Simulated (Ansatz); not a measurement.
AgI:
```yaml
crystal:
  lattice:
    - [4.42024, 0.00000, 0.00000]
    - [-2.21012, 3.82804, 0.00000]
    - [0.00000, 0.00000, 6.40623]
  atoms:
    - { symbol: Ag, position: [0.00000, 0.00000, 0.00000] }
    - { symbol: Ag, position: [0.00000, 0.00000, 0.50000] }
    - { symbol: I, position: [0.33333, 0.66667, 0.25000] }
    - { symbol: I, position: [0.66667, 0.33333, 0.75000] }
```

Relaxed with PBEsol. Special points in fractions of this cell's reciprocal vectors: Γ (0.000, 0.000, 0.000); M (0.500, 0.000, 0.000); K (0.333, 0.333, 0.000); A (0.000, 0.000, 0.500); L (0.500, 0.000, 0.500); H (0.333, 0.333, 0.500).

Task: List the band energies nearest the valence-band maximum at these points for PBEsol with spin–orbit coupling in the plane-wave PAW code Ansatz.

Result: In eV from the valence-band maximum; about four levels below and three above (degenerate sets whole), none deeper than 8.9 eV; points with the same levels are listed once.

```csv
k,below,above
Γ,-0.40 -0.40 0.00 0.00,0.64 0.64 2.50 2.50
M,-0.87 -0.87 -0.02 -0.02,2.80 2.80 3.09 3.09
K,-1.69 -1.69 -1.66 -1.66,1.66 1.66 4.21 4.21
A,-0.52 -0.52 -0.52 -0.52,2.64 2.64 2.64 2.64
L,-1.05 -1.05 -1.05 -1.05,2.15 2.15 2.15 2.15
H,-0.24 -0.24 -0.02 -0.02,3.37 3.37 3.72 3.72
```

Space group P6_3/mmc (NiAs type). The start of the workflow was typed in or built on a structure type; neither database checked (COD, Materials Project) lists it. It is not the phase usual at ambient conditions (space group No. 186, 216). Symmetry was held in the PBEsol relaxation; of distortions, only those at the zone centre were tested. No spin polarisation was allowed.

Potentials: the later of the program's two PAW sets.
